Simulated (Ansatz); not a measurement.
Relaxed-ion elastic tensor of BaIrO3 (cubic perovskite, Pm-3m) in GPa (Voigt order), the program Ansatz at the PBEsol level (PAW); density 9.79 g/cm³, 12.81 Å³ per atom.

```
 262   144   144   0.0   0.0   0.0
 144   262   144   0.0   0.0   0.0
 144   144   262   0.0   0.0   0.0
 0.0   0.0   0.0  75.1   0.0   0.0
 0.0   0.0   0.0   0.0  75.1   0.0
 0.0   0.0   0.0   0.0   0.0  75.1
```

Question: Is the crystal mechanically stable?

Answer: Yes: the smallest eigenvalue of C is 75.1 GPa.

Question: Work out the Voigt, Reuss and Hill averages.

Answer: K_V = 184, K_R = 184, K_H = 184; G_V = 68.5, G_R = 67.6, G_H = 68.1 GPa.

Question: Give Young's modulus, Poisson's ratio, Pugh's ratio and the universal anisotropy index.

Answer: E = 9KG/(3K + G) = 182 GPa; ν = 0.34; K/G = 2.70 (ductile by the Pugh limit of 1.75); A_U = 5G_V/G_R + K_V/K_R − 6 = 0.07.

Question: Estimate the sound speeds and the Debye temperature.

Answer: v_l = √((K + 4G/3)/ρ) = 5290 m/s, v_t = √(G/ρ) = 2640 m/s, mean 2960 m/s; Θ = (h/k)(3n/4πV)^(1/3) v_m = 376 K.

Question: Give the Zener ratio and Young's modulus along [100], [110] and [111].

Answer: A = 2C44/(C11 − C12) = 1.28; 1/E = S11 − 2(S11 − S12 − S44/2)Γ with Γ = 0, 1/4, 1/3 gives 159, 187, 198 GPa.

The workflow started from an entry of the Crystallography Open Database (COD). Its standing as an ambient phase is unchecked. Symmetry was held in the PBEsol relaxation; of distortions, only those at the zone centre were tested. The run is not spin-polarised. With an odd number of electrons in the cell and no spin polarisation, the count alone makes it a metal. As this level gives no gap, shear constants depend on the k-mesh and smearing (Fermi–Dirac, 0.1 eV here). On the denser mesh and wider smearing of the elastic run this cell carries a stress of 0.4 GPa. Spin–orbit coupling is left out wherever it is not named.

Potentials: the later of the program's two PAW sets.
